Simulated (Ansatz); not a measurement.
Starting cell, Mg (hcp, Mg type):

```xyz
4
Lattice="6.3728 0.0000 0.0000 -1.5932 2.7595 0.0000 0.0000 0.0000 5.2238" Properties=species:S:1:pos:R:3 pbc="T T T"
Mg     0.0000     1.8397     3.9178
Mg     3.1864     1.8397     3.9178
Mg     1.5932     0.9198     1.3059
Mg     4.7796     0.9198     1.3059
```

The atoms are displaced by Q × the pattern below (from a DFPT mode at M = (0.5, 0.0, 0.0), largest move 1; Q in Å), at fixed cell. It is one choice among 2 degenerate patterns. (q is in reciprocal vectors of the primitive cell; the cell shown is doubled to hold the pattern.)

```tsv
atom	x	y	z
Mg1	0.000	0.000	-1.000
Mg2	0.000	0.000	1.000
Mg3	0.000	0.000	-1.000
Mg4	0.000	0.000	1.000
```

Method: PBE (plane waves to 420 eV, PAW, scalar-relativistic; Ansatz, an electronic-structure program). k mesh 17×17×9 (Γ-centred), Fermi-Dirac smearing 0.05 eV. With partly filled bands, energies and forces of such displacements shift with the k mesh and the smearing. Mg was relaxed with its symmetry unable to fall.

At one point of the scan the forces (eV/Å) are:

| atom | Fx | Fy | Fz |
|---|---|---|---|
| Mg1 | 0.242 | 0.140 | 0.427 |
| Mg2 | 0.242 | 0.140 | -0.427 |
| Mg3 | -0.242 | -0.140 | 0.427 |
| Mg4 | -0.242 | -0.140 | -0.427 |

### Question
Which point is it?
A. Q = 0.093 Å
B. Q = 0.187 Å
C. Q = 0.233 Å
D. Q = 0.280 Å

### Answer
C, Q = 0.233 Å

(A displaced cell: forces are minus the slopes of the energy, force constants its curvatures, and phonons follow from these.)
